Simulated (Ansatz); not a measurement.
Relaxed-ion elastic tensor of Se (simple cubic, Pm-3m) in GPa (Voigt order), DFT-r²SCAN in the program Ansatz with PAW potentials; density 5.89 g/cm³, 22.28 Å³ per atom.

```
 113  58.4  58.4   0.0   0.0   0.0
58.4   113  58.4   0.0   0.0   0.0
58.4  58.4   113   0.0   0.0   0.0
 0.0   0.0   0.0   8.2   0.0   0.0
 0.0   0.0   0.0   0.0   8.2   0.0
 0.0   0.0   0.0   0.0   0.0   8.2
```

### Question
Is the crystal mechanically stable?

### Answer
Yes: the smallest eigenvalue of C is 8.2 GPa.

### Question
Work out the Voigt, Reuss and Hill averages.

### Answer
K_V = 76.6, K_R = 76.6, K_H = 76.6; G_V = 15.9, G_R = 11.4, G_H = 13.6 GPa.

### Question
Give Young's modulus, Poisson's ratio, Pugh's ratio and the universal anisotropy index.

### Answer
E = 9KG/(3K + G) = 38.5 GPa; ν = 0.42; K/G = 5.63 (ductile by the Pugh limit of 1.75); A_U = 5G_V/G_R + K_V/K_R − 6 = 1.98.

### Question
Estimate the sound speeds and the Debye temperature.

### Answer
v_l = √((K + 4G/3)/ρ) = 4010 m/s, v_t = √(G/ρ) = 1520 m/s, mean 1730 m/s; Θ = (h/k)(3n/4πV)^(1/3) v_m = 183 K.

### Question
Give the Zener ratio and Young's modulus along [100], [110] and [111].

### Answer
A = 2C44/(C11 − C12) = 0.30; 1/E = S11 − 2(S11 − S12 − S44/2)Γ with Γ = 0, 1/4, 1/3 gives 73.4, 28.5, 23.7 GPa.

The first step of the workflow began from a Materials Project structure, measured or hypothetical; the Crystallography Open Database copy checked does not list it. It is not the phase usual at ambient conditions (space group No. 152). The r²SCAN relaxation kept the symmetry of its start; whether a distortion lowers the energy is not shown. As this level gives no gap, shear constants depend on the k-mesh and smearing (Fermi–Dirac, 0.1 eV here).

Potentials: the earlier of the program's two PAW sets. The files were generated under PBE; for other functionals the program regenerates the frozen cores, and for LDA and PBEsol the local potential too.
